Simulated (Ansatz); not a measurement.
Y$_{3}$Si in space group Fm-3m (No. 225; Si on 4a, Y on 4b, Y on 8c) at seven volumes, PBE (plane waves, PAW; program Ansatz), scaled uniformly. One row is withheld.

```csv
V (Å³/atom),P (GPa)
23.038,6.05
23.798,3.71
24.557,?
25.317,0.01
26.076,-1.43
26.836,-2.72
27.596,-3.86
```

Question: Fit the shown pressures and predict the withheld one.

Answer: P = (3/2)B₀(x^(7/2) − x^(5/2))[1 + (3/4)(B′ − 4)(x − 1)] with x = (V₀/V)^(2/3). Least squares on the six rows gives V₀ = 25.329 Å³/atom, B₀ = 53.0 GPa, B′ = 3.90. At V = 24.557, x = 1.0208 and P = 1.74 GPa. The run itself gave 1.68 GPa.

A made-up cell: these elements were put on the sites of a structure type; neither database checked (COD, Materials Project) lists it. Its standing as an ambient phase is unchecked. Symmetry was held in the PBE relaxation; whether a distortion lowers the energy is not shown. The run is not spin-polarised.

Potentials: the later of the program's two PAW sets.
